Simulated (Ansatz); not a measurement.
Here is the system:

MoP:
```xyz
2
Lattice="3.1914 0.0000 0.0000 -1.5957 2.7639 0.0000 0.0000 0.0000 3.1568" Properties=species:S:1:pos:R:3 pbc="T T T"
Mo     0.0000     0.0000     0.0000
P      0.0000     1.8426     1.5784
```

This is the LDA-relaxed structure.

All from plane-wave PAW LDA (Ansatz code), unless another level is named. Predict the electronic character.

metallic (no gap).

And the formation energy from the elements (no fitted shifts)?

-0.78 eV/atom.

Give the density of states at the Fermi level.

0.37 states/eV per atom (mean over ±0.08 eV).

Space group P-6m2. The cell was relaxed with LDA under the symmetry of its start; of distortions, only those at the zone centre were tested. The run is not spin-polarised. The references are the lowest solids computed at this level, not always the standard phases. Scalar-relativistic: spin–orbit coupling is off unless named, which matters more the heavier the elements.

Potentials: the earlier of the program's two PAW sets.
